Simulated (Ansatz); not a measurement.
Rb2YAgF6:
```xyz
10
Lattice="0.0000 4.5974 4.5974 4.5974 0.0000 4.5974 4.5974 4.5974 0.0000" Properties=species:S:1:pos:R:3 pbc="T T T"
Rb     6.8960     6.8960     6.8960
Rb     2.2987     2.2987     2.2987
Y      4.5974     4.5974     4.5974
Ag     0.0000     0.0000     0.0000
F      2.4422     4.5974     4.5974
F      6.7526     4.5974     4.5974
F      4.5974     2.4422     4.5974
F      4.5974     6.7526     4.5974
F      4.5974     4.5974     2.4422
F      4.5974     4.5974     6.7526
```

Relaxed with HSE06. Special points in fractions of this cell's reciprocal vectors: Γ (0.000, 0.000, 0.000); X (0.500, 0.000, 0.500); U (0.625, 0.250, 0.625); K (0.375, 0.375, 0.750); L (0.500, 0.500, 0.500); W (0.500, 0.250, 0.750).

**Question.** List the band energies nearest the valence-band maximum at these points for the program Ansatz at the HSE06 level (PAW).

**Answer.** In eV from the valence-band maximum; about four levels below and three above (degenerate sets whole), none deeper than 8.9 eV; points with the same levels are listed once.

```tsv
k	below	above
Γ	-0.90 -0.90 -0.90 -0.26 -0.26	4.85 8.14 8.14 8.14
X	-0.81 -0.81 -0.26 -0.22	6.27 7.39 8.18
U	-0.82 -0.82 -0.19 -0.13	6.38 7.70 8.11
L	-0.84 -0.84 0.00 0.00	6.34 7.27 8.09 8.09
W	-0.85 -0.85 -0.81 -0.23 -0.09	6.41 7.96 7.96
```

Space group Fm-3m. The workflow started from a Materials Project entry (that database holds measured and hypothetical structures alike); the Crystallography Open Database copy checked does not list it. Its standing as an ambient phase is unchecked. The cell was relaxed with HSE06 under the symmetry of its start; its stability against distortions is not shown here. The run is not spin-polarised. The hybrid was solved on a coarse mesh, the path and, where they were found, the r²SCAN edge points; its band edges are the extreme levels among these. Scalar-relativistic: spin–orbit coupling is off unless named, which matters more the heavier the elements.

Potentials: the later of the program's two PAW sets.
